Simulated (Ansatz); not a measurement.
GaN in space group Pm-3n (No. 223; Ga on 6c, N on 6d), DFT-PBE in the program Ansatz with PAW potentials. The conduction-band minimum lies at Γ, with 1 equivalent valley. Second derivatives d²E/dk² of the lowest band at one valley (eV·Å²), along Cartesian directions:

| direction | d²E/dk² |
|---|---|
| [100] | 40.03 |
| [010] | 40.03 |
| [001] | 40.03 |
| [110] | 40.04 |
| [101] | 40.04 |
| [011] | 40.04 |

Find the principal effective masses, the density-of-states mass and the conductivity mass.

Off-diagonal terms follow from H_xy = H[110] − (H_xx + H_yy)/2, and m*/mₑ = 7.620 eV·Å² over each eigenvalue: 0.19, 0.19, 0.19. One valley's DOS mass (m₁m₂m₃)^(1/3) = 0.19, conductivity mass 3/(Σ 1/mᵢ) = 0.19 mₑ.

What effective density of states Nc follows at 300 K for parabolic valleys?

Nc = 2.509e19 × 1 × (0.19)^(3/2) ≈ 2.1e18 cm⁻³.

The start of the workflow was typed in or built on a structure type; neither database checked (COD, Materials Project) lists it. It is not the phase usual at ambient conditions (space group No. 186, 216). The cell was relaxed with PBE under the symmetry of its start; whether a distortion lowers the energy is not shown. Scalar-relativistic: spin–orbit coupling is off unless named, which matters more the heavier the elements.

Potentials: the later of the program's two PAW sets.

Edges and masses are those of Kohn–Sham bands, whose gap is no quasiparticle gap.
